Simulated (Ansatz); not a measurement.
Structure: BaCa3F8 on the sites of the fluorite structure (relaxed group Cmmm), at its r2SCAN minimum. The symmetry is Cmmm (No. 65, orthorhombic); conventional cell a = 7.956 Å, b = 11.379 Å, c = 3.961 Å, 14.94 Å³ an atom. Ca has 8 F at 2.39–2.40 Å; F has 2 Ca at 2.32 Å and 2 Ba at 2.58 Å; F has 4 Ca at 2.40–2.48 Å; Ca has 8 F at 2.32–2.48 Å; F has 3 Ca at 2.39–2.40 Å and 1 Ba at 2.60 Å; Ba has 8 F at 2.58–2.60 Å.

```
Ca F Ba
1.0
     3.97824   -5.68951    0.00000
     3.97824    5.68951    0.00000
     0.00000    0.00000    3.96085
Ca F Ba
3 8 1
Direct
  0.00000 0.00000 0.00000
  0.50000 0.00000 0.50000
  0.00000 0.50000 0.50000
  0.35492 0.64508 0.50000
  0.11979 0.88021 0.50000
  0.89836 0.63503 0.00000
  0.63503 0.89836 0.00000
  0.36497 0.10164 0.00000
  0.10164 0.36497 0.00000
  0.88021 0.11979 0.50000
  0.64508 0.35492 0.50000
  0.50000 0.50000 0.00000
```

3 runs of Ansatz on this cell differ in the functional (and in the settings that go with it). Levels are in eV from each run's valence top; v1 is the last filled band, c1 the first empty one.

Run A, mean stress +1.0 GPa (compression positive):

| point | v2 | v1 | c1 | c2 |
| --- | --- | --- | --- | --- |
| Γ | -0.23 | 0.00 | 8.63 | 9.70 |
| Y | -0.23 | -0.04 | 9.32 | 10.32 |
| C₀ | -0.25 | -0.05 | 9.38 | 10.17 |

Run B, mean stress +2.7 GPa (compression positive):

| point | v2 | v1 | c1 | c2 |
| --- | --- | --- | --- | --- |
| Γ | -0.21 | 0.00 | 6.62 | 7.61 |
| Y | -0.22 | -0.05 | 7.33 | 8.05 |
| C₀ | -0.24 | -0.06 | 7.38 | 7.96 |

Run C, mean stress +0.9 GPa (compression positive):

| point | v2 | v1 | c1 | c2 |
| --- | --- | --- | --- | --- |
| Γ | -0.23 | 0.00 | 9.40 | 10.48 |
| Y | -0.23 | -0.04 | 10.11 | 11.11 |
| C₀ | -0.25 | -0.05 | 10.16 | 10.96 |

Q: Match the runs to PBE, HSE06, PBE0.

A: A is HSE06, B is PBE, C is PBE0. In order of the gap: PBE 6.62, HSE06 8.63, PBE0 9.40 eV.

Values at 0 K without nuclear motion; spin polarisation is off, and the phase may be a hypothetical one.

The runs are scalar-relativistic, without spin-orbit coupling.

The program warns that its thresholds are loose for a hybrid's stress.

The meshes of the hybrids are coarse, so their gaps aren't converged to the digits shown.
